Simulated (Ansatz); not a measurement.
A distorted cell of NaF (rock salt):

```yaml
crystal:
  lattice:
    - [0.00000, 4.59450, 4.59450]
    - [2.29725, 2.29725, 4.59450]
    - [2.29725, 2.29725, 0.00000]
  atoms:
    - { symbol: F, position: [0.96953, 0.03047, 0.96953] }
    - { symbol: F, position: [0.53047, 0.96953, 0.03047] }
    - { symbol: Na, position: [0.97708, 0.52292, 0.47708] }
    - { symbol: Na, position: [0.52292, 0.47708, 0.52292] }
```

The numbers are results of r2SCAN (plane waves to 500 eV, PAW, scalar-relativistic; Ansatz, a first-principles code), not measurements. k mesh 12×12×12 (Γ-centred), Fermi-Dirac smearing 0.05 eV. Stress and pressure are positive under compression. NaF was relaxed with its symmetry unable to fall.

**Question.** What forces act on the atoms (eV/Å, Cartesian)?

**Answer.** 
| atom | Fx | Fy | Fz |
|---|---|---|---|
| F1 | 0.000 | 0.985 | 0.000 |
| F2 | 0.000 | -0.985 | 0.000 |
| Na3 | 0.000 | 0.920 | 0.000 |
| Na4 | 0.000 | -0.920 | 0.000 |

**Question.** Give the stress tensor in GPa and the pressure.

**Answer.** 
```
   -0.6      0.0      0.0
    0.0      8.0      0.0
    0.0      0.0      0.3
```
The pressure, a third of the trace, is 2.6 GPa.

(A displaced cell: forces are minus the slopes of the energy, force constants its curvatures, and phonons follow from these.)
